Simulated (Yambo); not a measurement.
BSE-type run in Yambo on CsPbBr₃ (cubic perovskite, space group Pm-3m, No. 221), at zero momentum.

Quantum ESPRESSO step (PBE, PseudoDojo standard norm-conserving files, scalar-relativistic):
```
&CONTROL
  calculation = 'nscf'
  pseudo_dir = './pseudo'
  outdir = './out'
/
&SYSTEM
  ibrav = 0
  nat = 5
  ntyp = 3
  ecutwfc = 62.5
  ecutrho = 250.0
  occupations = 'fixed'
  force_symmorphic = .true.
  nbnd = 104
/
&ELECTRONS
  conv_thr = 5e-09
  diago_full_acc = .true.
  diago_thr_init = 1e-08
/
ATOMIC_SPECIES
Br 79.9040 Br.upf
Cs 132.9055 Cs.upf
Pb 207.2000 Pb.upf
CELL_PARAMETERS angstrom
  5.878409680000   0.000000000000   0.000000000000
  0.000000000000   5.878409680000   0.000000000000
  0.000000000000   0.000000000000   5.878409680000
ATOMIC_POSITIONS crystal
Br   0.500000000000   0.500000000000   0.000000000000
Br   0.000000000000   0.500000000000   0.500000000000
Br   0.500000000000   0.000000000000   0.500000000000
Cs   0.000000000000   0.000000000000   0.000000000000
Pb   0.500000000000   0.500000000000   0.500000000000
K_POINTS automatic
4 4 4 0 0 0
```

Yambo input:
```
rim_cut
optics
bse
bss
dipoles
em1s
RandQpts= 1000000
RandGvec= 1 Ry
FFTGvecs= 40 Ry
Chimod= "HARTREE"
BSKmod= "SEX"
BSEmod= "resonant"
BSSmod= "hs"
BSENGexx= 15 Ry
BSENGBlk= 3 Ry
% BSEQptR
 1 | 1 |
%
% BSEBands
 14 | 37 |
%
% BEnRange
 0.0 | 10.6 | eV
%
% BDmRange
 0.15 | 0.15 | eV
%
BEnSteps= 212
% BLongDir
 1.0 | 0.0 | 0.0 |
%
BSHayTrs= -0.02
BSSNEig= 24
WRbsWF
% BndsRnXs
 1 | 99 |
%
NGsBlkXs= 3 Ry
% LongDrXs
 1.0 | 1.0 | 1.0 |
%
```

From the report:

The dimension is k points × valence × conduction bands = 64 × 9 × 15 = 8640.
```
  [SLEPC] Approach                          : Krylov-Schur
  [SLEPC] Number of requested eigenvalues   :  24
  [SLEPC] Number of eigenvalues        [NEV]:  24
   [K] Dimension                                    :   8640
   [K] Bands                                        :   14   37
   [K] Exchange res                                 : yes
   [K] Correlation res                              : yes
   [K] W interaction is bare                        : no
   [K] RL vectors exchange                          :  1365
   [K] RL vectors correlation                       :  147
   [W] Matrix size                                  :  147
   [W] Bands                                        :    1   99
   [W] Coulomb Cutoff                               : none
   [W] Hxc Kernel                                   : HARTREE
```

Bands and orbitals come from the standard potentials; the scissor and the G0W0 gaps come from a run at the same geometry on the stringent ones, which hold whole semicore shells in the valence.

Spin-orbit coupling is not included.

Geometry relaxed with PBEsol.
